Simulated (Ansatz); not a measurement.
ZrO$_{2}$:
Space group Pnma (No. 62); a = 10.206 Å, b = 3.427 Å, c = 3.766 Å, α = β = γ = 90.00°

```json
[
 {"atom": "Zr", "site": "4c", "symmetry": ".m.", "x": "0.1189", "y": "0.2500", "z": "0.2495"},
 {"atom": "O", "site": "4c", "symmetry": ".m.", "x": "0.2165", "y": "0.7500", "z": "0.4048"},
 {"atom": "O", "site": "4c", "symmetry": ".m.", "x": "0.0256", "y": "0.2500", "z": "0.7599"}
]
```

Relaxed at zero pressure with LDA in the plane-wave PAW code Ansatz.

Q: The volume is raised by 3 % and shape and atoms relax at that volume. What pressure results, and how do the axes share the change?

A: -7.0 GPa; a 1.3 %, b 1.0 %, c 0.7 %; the energy rises by 7 meV/atom.

Q: Give the new structure.

A: 
Space group Pnma (No. 62); a = 10.336 Å, b = 3.461 Å, c = 3.793 Å, α = 90.00°, β = 90.00°, γ = 90.00°

```
atom  site  symmetry       x       y       z
----  ----  --------  ------  ------  ------
Zr      4c       .m.  0.1191  0.2500  0.2484
O       4c       .m.  0.2157  0.7500  0.3988
O       4c       .m.  0.0265  0.2500  0.7596
```

The phase is kept; no other phase was compared at this pressure.

The first step of the workflow began from a Materials Project structure, measured or hypothetical; the Crystallography Open Database copy checked does not list it. It is not the phase usual at ambient conditions (space group No. 14). The cell was relaxed with LDA under the symmetry of its start; its stability against distortions is not shown here. No spin polarisation was allowed.

Potentials: the later of the program's two PAW sets.
